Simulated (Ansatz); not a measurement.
Ru$_{2}$C:
```xyz
3
Lattice="2.7910 0.0000 0.0000 -1.3955 2.4170 0.0000 0.0000 0.0000 4.9822" Properties=species:S:1:pos:R:3 pbc="T T T"
C      0.0000     0.0000     0.0000
Ru     0.0000     1.6114     1.3227
Ru     1.3955     0.8057     3.6595
```

Relaxed with r²SCAN. Special points in fractions of this cell's reciprocal vectors: Γ (0.000, 0.000, 0.000); M (0.500, 0.000, 0.000); K (0.333, 0.333, 0.000); A (0.000, 0.000, 0.500); L (0.500, 0.000, 0.500); H (0.333, 0.333, 0.500).

Question: List the band energies nearest the Fermi level at these points for r²SCAN with spin–orbit coupling (plane waves, PAW; program Ansatz).

Answer: In eV from the Fermi level; about four levels below and three above (degenerate sets whole), none deeper than 8.9 eV; points with the same levels are listed once.

```
k                    below                          above
-  -----------------------  -----------------------------
Γ  -0.95 -0.95 -0.89 -0.89            0.19 0.19 5.32 5.32
M  -3.38 -3.38 -2.48 -2.48            0.13 0.13 0.42 0.42
K  -0.66 -0.66 -0.53 -0.53            2.07 2.07 2.10 2.10
A  -0.51 -0.51 -0.37 -0.37  1.64 1.64 4.32 4.32 4.33 4.33
L  -1.65 -1.65 -1.44 -1.44            0.93 0.93 0.96 0.96
H  -3.15 -3.15 -1.56 -1.56            0.17 0.17 0.19 0.19
```

Space group P-3m1. A made-up cell: these elements were put on the sites of a structure type; neither database checked (COD, Materials Project) lists it. Its standing as an ambient phase is unchecked. Symmetry was held in the r²SCAN relaxation; whether a distortion lowers the energy is not shown. The run is not spin-polarised.

Potentials: the earlier of the program's two PAW sets.
